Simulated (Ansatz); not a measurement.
# The polar optical mode of NaF at -4.1 GPa, worked through

Computed with DFT LDA, scalar-relativistic, plane waves, PAW in Ansatz. Settings: 420 eV plane-wave cutoff, Γ-centred 8×8×8 mesh, fixed occupations. No spin polarisation. Phonons by linear response, acoustic sum rule imposed.

The cell is fixed (symmetry leaves no force on the atoms) and stands under -4.1 GPa:
```
CELL_PARAMETERS angstrom
0.00000 2.31200 2.31200
2.31200 0.00000 2.31200
2.31200 2.31200 0.00000
ATOMIC_POSITIONS crystal
Na 0.00000 0.00000 0.00000
F 0.50000 0.50000 0.50000
```

The cell is the ideal cubic rocksalt prototype.

Linear response gives ν_TO = 225.6 cm⁻¹, Born charges ±1.010 e (positive on Na) and ε∞ = 1.911. The primitive cell holds 24.717 Å³, and the masses are 22.990 and 18.998 amu.

**Question.** Find ν_LO and the static dielectric constant.

**Answer.** The long-wave field adds a restoring force: ω_LO² − ω_TO² = Z*²e²/(ε_vac ε∞ μV). In these units ν_LO² − ν_TO² = 4.92064×10⁷ Z*²/(μ V ε∞) cm⁻², with μ = m₁m₂/(m₁ + m₂) = 10.402 amu: 102181 cm⁻². So ν_LO = √(225.6² + 102181) = 391.2 cm⁻¹, and the run gives 391.2. Lyddane–Sachs–Teller then gives ε0 = ε∞ (ν_LO/ν_TO)² = 5.75, against 5.75 in the run (it forms both from the same three quantities, so the match checks the arithmetic only). Between ν_TO and ν_LO the dielectric function is negative and an undamped crystal reflects fully: a reststrahlen band from 25.6 to 44.3 μm.

**Question.** What do the Clausius–Mossotti polarisability and the Szigeti charge come to?

**Answer.** With the Lorentz local field, α = (3V/4π)(ε∞ − 1)/(ε∞ + 2) = 1.37 Å³ for the pair, and e_S = 3Z*/(ε∞ + 2) = 0.77 e. The Born charge includes the electrons' response to the dipole's own local field, and e_S takes that enhancement out. The Lorentz field assumes point-like polarisable ions, a fair picture at this small ε∞.

**Question.** How strongly does a slow electron couple to the LO mode?

**Answer.** For one isotropic parabolic band, Fröhlich's constant is α_F = (1/ε∞ − 1/ε0) √(m* Ry/ħω_LO), with Ry = 13.606 eV, ħω_LO = 48.5 meV and m* in free-electron masses: α_F = 0.3493 × 16.75 × √m* = 5.85 √m*. The band mass isn't part of this run; for m* = 0.1, 0.3 and 1 it gives 1.85, 3.20, 5.85. In weak coupling the polaron lies α_F ħω_LO below the band edge (155 meV at m* = 0.3) with a mass m*(1 + α_F/6); past α_F of about 5 or 6 that expansion fails. A semilocal functional's ε∞ tends to be too large, which taken alone lowers α_F.

Cost: 1 run of about 2.3 core-minutes, on Intel Xeon Processor @ 2.50GHz (Skylake/Cascade Lake) (shared hosts).